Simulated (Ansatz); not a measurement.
ZrGeSe in space group P4/nmm (No. 129; Zr on 2c, Ge on 2a, Se on 2c) under volume change, the program Ansatz at the LDA level (PAW), shape and atoms relaxed at each volume.

```csv
V (Å³/atom),E − E(relaxed) (meV/atom),P (GPa)
16.606,68.6,14.59
17.153,28.7,8.90
17.701,6.8,4.08
18.248,0.0,0.00
18.796,6.0,-3.44
19.343,22.9,-6.31
19.890,48.4,-8.52
```

What does a third-order Birch–Murnaghan fit give for V₀, B₀ and B′?

V₀ = 18.25 Å³/atom, B₀ = 123 GPa, B′ = 4.9.

The first step of the workflow began from a Materials Project structure, measured or hypothetical; the Crystallography Open Database files this formula in space group No. 129, but the cells were not matched. Its standing as an ambient phase is unchecked. The LDA relaxation kept the symmetry of its start; whether a distortion lowers the energy is not shown. The run is not spin-polarised.

Potentials: the later of the program's two PAW sets.
